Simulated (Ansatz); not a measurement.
BaTiO3:
Space group R3m, hexagonal axes (No. 160); a = b = 5.576 Å, c = 6.842 Å, α = β = 90.00°, γ = 120.00°

```json
[
 {"atom": "Ba", "site": "3a", "symmetry": "3m", "x": "0.0000", "y": "0.0000", "z": "0.9989"},
 {"atom": "Ti", "site": "3a", "symmetry": "3m", "x": "0.0000", "y": "0.0000", "z": "0.5075"},
 {"atom": "O", "site": "9b", "symmetry": ".m", "x": "0.1680", "y": "0.3361", "z": "0.3215"}
]
```
(The calculation used a cell of 5 atoms; values per cell refer to that cell.)

Relaxed at zero pressure with LDA in the plane-wave PAW code Ansatz.

### Question
The volume is raised by 6 % and shape and atoms relax at that volume. What pressure results, and how do the axes share the change?

### Answer
-6.8 GPa; a 1.8 %, b 1.8 %, c 2.3 %; the energy rises by 17 meV/atom.

### Question
Give the new structure.

### Answer

Space group R3m, hexagonal axes (No. 160); a = b = 5.677 Å, c = 6.997 Å, α = β = 90.00°, γ = 120.00°

| atom | site | symmetry | x | y | z |
|---|---|---|---|---|---|
| Ba | 3a | 3m | 0.0000 | 0.0000 | 0.0034 |
| Ti | 3a | 3m | 0.0000 | 0.0000 | 0.5161 |
| O | 9b | .m | 0.1700 | 0.3400 | 0.3172 |

The phase is kept; no other phase was compared at this pressure.

This is a known low-temperature phase of the composition, computed here at zero pressure and temperature. The cell was relaxed with LDA under the symmetry of its start; of distortions, only those at the zone centre were tested. No spin polarisation was allowed. Spin–orbit coupling is left out wherever it is not named.

Potentials: the earlier of the program's two PAW sets.
